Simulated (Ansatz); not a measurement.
## Two states of LiFeSe2S8

```
Li Fe Se S
1.0
     4.84713    3.19471    0.00000
     4.84713   -3.19471    0.00000
     0.35982    0.00000   -8.44405
Li Fe Se S
1 1 2 8
Direct
  0.00000 0.00000 0.50000
  0.00000 0.00000 0.00000
  0.36520 0.36520 0.77589
  0.63480 0.63480 0.22411
  0.23620 0.23620 0.95650
  0.76380 0.76380 0.04350
  0.28620 0.28620 0.57540
  0.71380 0.71380 0.42460
  0.72850 0.23590 0.79520
  0.76410 0.27150 0.20480
  0.27150 0.76410 0.20480
  0.23590 0.72850 0.79520
```

Level: PBEsol; 420 eV; 4×4×2 Γ-centred mesh; methfessel-paxton occupations (width 0.0541 eV); Ansatz 0.2.0, fixed geometry.

State A: no moments (no spin polarisation). State B: Fe2 up (collinear spin).

Q: Which state is lower, and how do they differ?

A: State B is lower by 27.1 meV an atom at zero smearing.

| state | free energy (meV/atom) | largest moment in a small sphere (μB) | net moment (μB/cell) | gap on mesh (eV) | pressure (GPa) | largest force (eV/Å) |
| --- | --- | --- | --- | --- | --- | --- |
| A | 27.1 | 0.00 | 0.00 | metal | 17.5 | 7.67 |
| B | 0.0 | 2.53 | 3.28 | metal | 19.3 | 7.14 |

Origin: a known structure type with other elements, at an estimated volume, so it need not be a known compound. Caveats: semilocal functionals often miss the gap of such magnets; the k mesh is coarse if the cell is a metal; atoms or cell far from equilibrium; odd electron count without spin polarisation, so a magnetic state may lie lower.
